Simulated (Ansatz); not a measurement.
Data:

TiTe₂:
Space group P4₂/mnm (No. 136); a = 6.686 Å, b = 6.686 Å, c = 3.644 Å, α = 90.00°, β = 90.00°, γ = 90.00°

| atom | site | symmetry | x | y | z |
|---|---|---|---|---|---|
| Ti | 2a | m.mm | 0.0000 | 0.0000 | 0.0000 |
| Te | 4f | m.2m | 0.2937 | 0.2937 | 0.0000 |

This is the PBEsol-relaxed structure.

**Question.** All from the program Ansatz at the PBEsol level (PAW), unless another level is named. Predict the electronic character.

**Answer.** metallic (no gap).

**Question.** Give the formation energy from the elements (no fitted shifts).

**Answer.** -0.59 eV/atom.

**Question.** What about the density of states at the Fermi level?

**Answer.** 0.31 states/eV per atom (mean over ±0.08 eV).

**Question.** Give the gap with spin–orbit coupling.

**Answer.** none (metallic).

Space group P4_2/mnm. A made-up cell: these elements were put on the sites of a structure type; neither database checked (COD, Materials Project) lists it. COD files the formula under space group No. 164. Whether it is the stable phase at ambient conditions was not checked. Symmetry was held in the PBEsol relaxation; its stability against distortions is not shown here. The run is not spin-polarised. The references are the lowest solids computed at this level, not always the standard phases. Spin–orbit coupling is left out wherever it is not named.

Potentials: the earlier of the program's two PAW sets. The files were generated under PBE; for other functionals the program regenerates the frozen cores, and for LDA and PBEsol the local potential too.
